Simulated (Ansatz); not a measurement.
K2NaAlH6:
```
K2NaAlH6
1.0
    0.00000     4.00424     4.00424
    4.00424     0.00000     4.00424
    4.00424     4.00424     0.00000
K Na Al H
2 1 1 6
Cartesian
  2.00212   2.00212   2.00212
  6.00635   6.00635   6.00635
  4.00424   4.00424   4.00424
  0.00000   0.00000   0.00000
  4.00424   1.76981   4.00424
  4.00424   6.23867   4.00424
  6.23867   4.00424   4.00424
  1.76981   4.00424   4.00424
  4.00424   4.00424   1.76981
  4.00424   4.00424   6.23867
```

Relaxed with PBEsol. Special points in fractions of this cell's reciprocal vectors: Γ (0.000, 0.000, 0.000); X (0.500, 0.000, 0.500); U (0.625, 0.250, 0.625); K (0.375, 0.375, 0.750); L (0.500, 0.500, 0.500); W (0.500, 0.250, 0.750).

### Question
List the band energies nearest the valence-band maximum at these points for the program Ansatz at the PBEsol level (PAW).

### Answer
In eV from the valence-band maximum; about four levels below and three above (degenerate sets whole), none deeper than 8.9 eV; points with the same levels are listed once.

```tsv
k	below	above
Γ	-2.57 -2.57 -2.57 -0.47 -0.47	2.26 5.50 5.50 5.50
X	-2.42 -2.42 -1.88 0.00	3.42 5.52 5.52
U	-2.90 -2.36 -1.39 -0.33	3.93 5.23 5.49
L	-2.30 -2.30 -0.74 -0.74	3.48 4.13 5.85 5.85
W	-2.82 -2.82 -2.71 -1.22 -0.45	4.46 4.46 5.83
```

Space group Fm-3m. The first step of the workflow began from a Materials Project structure, measured or hypothetical; the Crystallography Open Database copy checked does not list it. Its standing as an ambient phase is unchecked. The cell was relaxed with PBEsol under the symmetry of its start; its stability against distortions is not shown here.

Potentials: the later of the program's two PAW sets.
